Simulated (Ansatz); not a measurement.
The following input was run with Ansatz 0.2.0.

```yaml
crystal:
  lattice:
    - [5.0029120924, 0.0, 0.0]
    - [0.0, 2.9058663641, 0.0]
    - [0.0, 0.0, 4.8203347441]
  atoms:
    - { symbol: Ag, position: [0.25, 0.0, 0.9014026494] }
    - { symbol: Ag, position: [0.75, 0.0, 0.0985973506] }
    - { symbol: As, position: [0.75, 0.5, 0.6827550888] }
    - { symbol: As, position: [0.25, 0.5, 0.3172449112] }
basis:
  ecutwfc: 420
kpoints:
  mp_grid: { grid: [8, 14, 8] }
hamiltonian:
  xc: pbe
scf:
  occupations: { method: gaussian, width: 0.1 }
output:
  forces: true
  stress: true
  eigenvalues: true
```

It can be run as
```bash
ansatz run input.yaml --threads 1 --pin off --backend cpu --events-out ev --progress --plain --runs-dir out  # memory cap (--max-ram) not shown
```

Theory: Ansatz, DFT PBE, scalar-relativistic, plane waves, PAW.

Abridged output (final results; tables in files aren't shown):

```
SCF 1 converged in 7 iterations: F = -24891.417486 eV  dr2 = 1.55e-8
SCF converged after 7 iterations
Free energy (F): -24891.417486 eV
Harris-Foulkes:  -24891.417486 eV  (|F-HF|=9.16e-9)
Internal energy: -24891.410521 eV  (E = F + TS)
E sigma→0 (E₀):  -24891.414004 eV
Entropy (-TS):   -0.006965 eV (-1.741 meV/atom)
Fermi energy:    15.729767 eV
--- Per-component energies (eV) ---
  E_band       = -882.446122
  E_kinetic    = 1265.843641
  E_local      = -7841.512049  (includes V_loc(G=0)·N_el)
  E_nonlocal   = -1181.899551
  E_hartree    = 3931.125571
  E_xc         = -531.399225
  E_vxc        = -632.570268  (∫ρ·V_xc dr)
  E_paw        = -11471.961121  (= ΣΔE_a)
  E_vpaw       = -354.572143  (= ΣTr[D̂ρ^β])
  E_aug_tail   = 0.000628  (compensation charges beyond the density's cutoff)
  E_ewald      = -9061.608414
  E_smearing   = -0.006965  (= −TS)
--- Forces (eV/Å), atoms counted from 1 ---
  atom   1  Ag     0.00000000     0.00000000    -2.60862323
  atom   2  Ag     0.00000000     0.00000000     2.60862323
  atom   3  As     0.00000000     0.00000000    -2.52274924
  atom   4  As     0.00000000     0.00000000     2.52274924
--- Stress (GPa, compression-positive) ---
       12.128676       0.000000       0.000000
        0.000000      17.518174       0.000000
        0.000000       0.000000      22.219457
  P = ⅓ Tr σ = 17.2888 GPa (172.888 kbar)
--- Band table (eV; the first three rows and the last of 200) ---
  k-point 0: bands = ["-77.1837", "-77.1664", "-40.7181", "-40.7094", "-40.7003", "-40.6417", "-40.6238", "-40.5404", "-20.4365", "-20.4287", "-20.4012", "-20.3997", "-20.3993", "-20.3952", "-20.3929", "-20.3913", "-20.3856", "-20.3749", "1.8937", "3.9446", "8.8101", "9.3329", "9.4835", "9.7523", "10.0909", "10.4412", "10.5161", "10.5992", "10.6624", "11.4899", "11.5464", "11.6253", "13.3567", "16.5453", "16.8897", "17.1037", "18.5670", "19.6964", "20.4866", "24.6243", "26.8057"]
  k-point 1: bands = ["-77.1837", "-77.1664", "-40.7181", "-40.7094", "-40.7003", "-40.6417", "-40.6238", "-40.5404", "-20.4364", "-20.4287", "-20.4011", "-20.3996", "-20.3993", "-20.3952", "-20.3927", "-20.3912", "-20.3856", "-20.3750", "1.9690", "3.9054", "8.7824", "9.2805", "9.5060", "9.5355", "10.0928", "10.4420", "10.5844", "10.6556", "10.8080", "10.8507", "11.5458", "11.8792", "13.6312", "16.3439", "16.3718", "18.0106", "18.6814", "20.2853", "20.4868", "24.5468", "26.6729"]
  k-point 2: bands = ["-77.1837", "-77.1664", "-40.7181", "-40.7094", "-40.7004", "-40.6417", "-40.6238", "-40.5405", "-20.4363", "-20.4289", "-20.4010", "-20.3996", "-20.3992", "-20.3953", "-20.3923", "-20.3909", "-20.3856", "-20.3754", "2.1819", "3.7706", "8.7184", "9.1645", "9.2454", "9.5479", "10.0884", "10.2569", "10.4437", "10.5497", "10.6387", "11.4410", "11.5020", "11.5444", "14.1526", "15.3837", "16.9298", "18.9971", "19.4655", "20.4474", "21.4753", "24.3661", "25.7137"]
  k-point 199: bands = ["-77.1697", "-77.1697", "-40.7143", "-40.7143", "-40.7126", "-40.7126", "-40.6071", "-40.6071", "-20.4159", "-20.4159", "-20.4104", "-20.4104", "-20.3940", "-20.3940", "-20.3827", "-20.3827", "-20.3773", "-20.3773", "5.0354", "5.0354", "9.0184", "9.0184", "9.7385", "9.7385", "10.0501", "10.0501", "10.8445", "10.8445", "11.2741", "11.2741", "12.0276", "12.0276", "12.5893", "12.5893", "16.5389", "16.5389", "18.1355", "18.1355", "23.0794", "23.0794", "24.5303"]
```

The run converged.